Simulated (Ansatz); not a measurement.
Relaxed-ion elastic tensor of Ga2O3 in space group C2/m (No. 12; Pearson symbol mS20) in GPa (Voigt order), r²SCAN in the plane-wave PAW code Ansatz; density 5.93 g/cm³, 10.50 Å³ per atom.

```
  245    126    137    0.0  -19.1    0.0
  126    355   83.8    0.0   13.4    0.0
  137   83.8    356    0.0    8.9    0.0
  0.0    0.0    0.0   55.3    0.0   19.1
-19.1   13.4    8.9    0.0   74.4    0.0
  0.0    0.0    0.0   19.1    0.0   99.2
```

Is the crystal mechanically stable?

Yes: the smallest eigenvalue of C is 48.2 GPa.

Work out the Voigt, Reuss and Hill averages.

K_V = 183, K_R = 181, K_H = 182; G_V = 86.3, G_R = 73.6, G_H = 80.0 GPa.

Give Young's modulus, Poisson's ratio, Pugh's ratio and the universal anisotropy index.

E = 9KG/(3K + G) = 209 GPa; ν = 0.31; K/G = 2.28 (ductile by the Pugh limit of 1.75); A_U = 5G_V/G_R + K_V/K_R − 6 = 0.88.

Estimate the sound speeds and the Debye temperature.

v_l = √((K + 4G/3)/ρ) = 6980 m/s, v_t = √(G/ρ) = 3670 m/s, mean 4110 m/s; Θ = (h/k)(3n/4πV)^(1/3) v_m = 558 K.

How much does each axis shrink under pressure?

Linear compressibilities β_i = Σ_j S_ij (j = 1 to 3): x 2.4, y 1.6, z 1.5 per TPa.

Symmetry was held in the r²SCAN relaxation.

Potentials: the earlier of the program's two PAW sets. The files were generated under PBE; for other functionals the program regenerates the frozen cores, and for LDA and PBEsol the local potential too.
